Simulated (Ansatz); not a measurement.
Input and command of a plane-wave DFT calculation in Ansatz:

```yaml
crystal:
  lattice:
    - [3.7810065612, 0.0, 0.0]
    - [0.0, 3.7810065612, 0.0]
    - [0.0, 0.0, 3.7810065612]
  atoms:
    - { symbol: Ni, position: [0.0, 0.5, 0.5], spin: 2.0 }
    - { symbol: Ni, position: [0.5, 0.0, 0.5], spin: 2.0 }
    - { symbol: Ni, position: [0.5, 0.5, 0.0], spin: 2.0 }
    - { symbol: Se, position: [0.0, 0.0, 0.0] }
basis:
  ecutwfc: 420
kpoints:
  mp_grid: { grid: [6, 6, 6] }
hamiltonian:
  xc: pbe
scf:
  occupations: { method: gaussian, width: 0.1 }
  lower_state_search: "off"
output:
  forces: true
  stress: true
  eigenvalues: true
  populations: true
magnetization:
  spin_polarized: true
```

```bash
ansatz run input.yaml --threads 1 --pin off --max-ram 2560MiB --backend cpu --events-out ev --progress --plain --runs-dir out
```

Processor: Intel(R) Xeon(R) Platinum 8259CL CPU @ 2.50GHz (Skylake/Cascade Lake), 1 thread, on a host shared with other jobs.

Estimate time, memory and problem size.

About 9.2 s on 1 thread of Intel(R) Xeon(R) Platinum 8259CL CPU @ 2.50GHz (Skylake/Cascade Lake), on a shared host, peak memory 0.44 GiB. It solves 46 bands at 20 k points (the mesh reduced by the symmetry that the task leaves, which can be less than the crystal's) with about 1021 plane waves, in 12 SCF iterations.
